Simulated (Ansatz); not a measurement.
Pressure against volume: Sc

```cif
data_structure
_symmetry_space_group_name_H-M 'P 1'
_symmetry_Int_Tables_number 1
_cell_length_a 3.2912
_cell_length_b 3.2912
_cell_length_c 5.3326
_cell_angle_alpha 90.000
_cell_angle_beta 90.000
_cell_angle_gamma 120.000
_cell_volume 50.02
loop_
_atom_site_label
_atom_site_type_symbol
_atom_site_fract_x
_atom_site_fract_y
_atom_site_fract_z
_atom_site_occupancy
Sc1 Sc 0.33333 0.66667 0.25000 1
Sc2 Sc 0.66667 0.33333 0.75000 1
```

The runs use the primitive cell with vectors (3.291, 0.000, 0.000), (-1.646, 2.850, 0.000), (0.000, 0.000, 5.333) Å, to which the k mesh refers.

The conventional cell has a = 3.291 Å, b = 3.291 Å, c = 5.333 Å, α = 90.00°, β = 90.00°, γ = 120.00°. Sc (atom 1) has 12 Sc at 3.27 to 3.29 Å as nearest neighbours.

The cell is the one relaxed in the Materials Project (mp-67), not relaxed further here; entries there can be hypothetical.

Methods: DFT, PBEsol, all-electron LAPW, scalar-relativistic (Ansatz 0.2.0); DFT, PBEsol, PAW with Ansatz's default frozen-core files, scalar-relativistic (Ansatz 0.2.0).

For LAPW: a Γ-centred 14×14×8 k mesh, Fermi–Dirac smearing of 0.08 eV, basis error target 0.25 meV/atom, spin-polarised from start moments Sc1 1, Sc2 1 μB (the moments died away, and the run ended non-magnetic). PAW takes a cutoff of 420 eV at this cell (files made with PBE, cores remade for this functional). The Ansatz runs share mesh, smearing and spin set-up. Plane-wave (PAW) pressures include the program's estimate of the Pulay term.

The cell above is scaled evenly, with fractional coordinates and shape held.

| V/V(cell) | V (Å³/atom) | P, LAPW (GPa) | P, PAW (GPa) | free energy over the lowest listed, PAW (meV/atom) |
| --- | --- | --- | --- | --- |
| 0.9600 | 24.012 | -0.64 | -0.65 | 0.0 |
| 0.9800 | 24.512 | -1.73 | -1.73 | 3.7 |
| 1.0000 | 25.012 | -2.72 | -2.73 | 10.7 |
| 1.0200 | 25.512 | -3.63 | -3.63 | 20.7 |
| 1.0400 | 26.013 | -4.46 | -4.46 | 33.3 |
